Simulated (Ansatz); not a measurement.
Theory: DFT PBE, scalar-relativistic, plane waves, PAW in Ansatz. Settings: cutoff 420 eV, Γ-centred meshes spaced at most about 0.3 Å⁻¹, and about 0.25 Å⁻¹ or finer for metals (2π included), Gaussian smearing. No spin polarisation in the final relaxations.

These are static total energies at zero pressure.

Compare these two cells of Ta4Cu, each relaxed at this level.

A.

Space group Pm-3m (No. 221). a = 4.620 Å, b = 4.620 Å, c = 4.620 Å, α = 90.00°, β = 90.00°, γ = 90.00°
```json
{"atom": "Ta", "site": "1a", "symmetry": "m-3m", "x": "0.0000", "y": "0.0000", "z": "0.0000"}
{"atom": "Ta", "site": "3c", "symmetry": "4/mm.m", "x": "0.5000", "y": "0.5000", "z": "0.0000"}
{"atom": "Cu", "site": "1b", "symmetry": "m-3m", "x": "0.5000", "y": "0.5000", "z": "0.5000"}
```

B.

Space group Im-3m (No. 229). a = 5.818 Å, b = 5.818 Å, c = 5.818 Å, α = 90.00°, β = 90.00°, γ = 90.00°
```csv
atom,site,symmetry,x,y,z
Ta,8c,.-3m,0.2500,0.2500,0.7500
Cu,2a,m-3m,0.0000,0.0000,0.0000
```

Question: Which is lower in energy, and by how much?

Answer: B is lower, by 235 meV/atom. A has space group Pm-3m (No. 221), 19.7 Å³/atom and no gap on its mesh; B has space group Im-3m (No. 229), 19.7 Å³/atom and no gap. Counting all near atoms (those within 1.25 times the shortest distance at each site; a plus sign parts nearer from farther groups; a slash parts the counts of unlike sites), A has Ta 2/12+8, Cu 6 and B has Ta 2+6, Cu 8. Even the lower one lies +0.95 eV/atom against the reference forms of the elements (uncorrected), so neither is stable at this level. In A, Ta on a site of symmetry m-3m has 12 Ta at 3.27 Å; around Ta on a site of symmetry 4/mmm lie 2 Cu at 2.31 Å and 12 Ta at 3.27 Å; Cu has 6 Ta at 2.31 Å. In B, around Ta lie 2 Cu at 2.52 Å and 6 Ta at 2.91 Å; Cu is surrounded by 8 Ta at 2.52 Å. Both come from invented guesses. A third cell relaxed alike, in P-3m1, lies 0.68 eV/atom below the lower of the two.

These runs have no spin–orbit coupling, which can matter for Ta. Cells relaxed within their symmetry can be saddle points.
